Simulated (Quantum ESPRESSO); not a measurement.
## One change at a time to AlCu2In2Ru3

Calculated results; nothing here was measured. They come from Quantum ESPRESSO 7.5, a public plane-wave density functional program. Each row is one single-point run on a made-up periodic cell of eight metal atoms, with elements, volume, strain and displacements drawn at random and not relaxed, so a cell may be unstable or far from any real phase. There is no spin polarisation or spin-orbit coupling.

Settings: PBE unless stated; PseudoDojo standard norm-conserving files; Fermi-Dirac width 0.25 eV, which means electrons at about 2900 K; cutoff 1252 eV; 6 x 5 x 5 k mesh shifted half a step off Gamma. E is the free energy of the whole cell (internal energy minus TS), so a -TS column is already part of it. Stress is positive in tension, and the pressure P is minus a third of its trace.

Checks: one run of this series was repeated at a higher cutoff and on a denser mesh, which moved values by no more than 0.003 eV, 0.02 GPa and 0.003 eV/Å, and a second program with other atomic files agreed on it to 2 % rms in force and 0.5 GPa in pressure. Known limits: the copper pseudopotential is less sure than most, with forces differing by about three percent and pressure by about two GPa from a second method on plain copper; a spin test at this wide smearing found no moment, but such smearing suppresses magnetism that the real alloy may have.

The lattice is hexagonal close-packed, and the cell vectors in Å are (4.092, -2.425, 0.001); (-2.729, 0.001, -4.517); (2.696, 4.795, 0.019), a volume of 118.02 Å³ in run 1. The elements on sites 1 to 8 are Cu Ru Ru In In Cu Ru Al. Each later run makes one change to run 1 and keeps the rest. E is counted from run 1, and is n/a where other atomic files have another zero of energy.

| run | change | V (Å³) | P (GPa) | -TS (eV) | rms force (eV/Å) | largest change of a force component (eV/Å) | E (eV) |
|---|---|---|---|---|---|---|---|
| 1 | none | 118.02 | 6.89 | -1.295 | 0.502 | 0.000 | 0.000 |
| 2 | sites 1 and 7 exchanged | 118.02 | 7.11 | -1.358 | 0.556 | 0.493 | 0.057 |
| 3 | all lengths scaled by +1.64 % | 123.92 | -1.24 | -1.374 | 0.443 | 0.255 | -0.097 |
| 4 | LDA in place of PBE | 118.02 | -5.23 | -1.296 | 0.457 | 0.171 | n/a |
| 5 | site 7 moved by +0.13 Å along x | 118.02 | 8.32 | -1.292 | 0.709 | 1.298 | ? |

## Worked estimate

Along the move dE = -F dx. The force on site 7 along x is -0.923 eV/Å in run 1 and -2.221 eV/Å in run 5, and the move is +0.13 Å, so the mean force times the move gives an estimate.

## Withheld value

Question: what E should run 5 give?

The estimate is 0.204 eV. The calculation gave 0.205 eV.
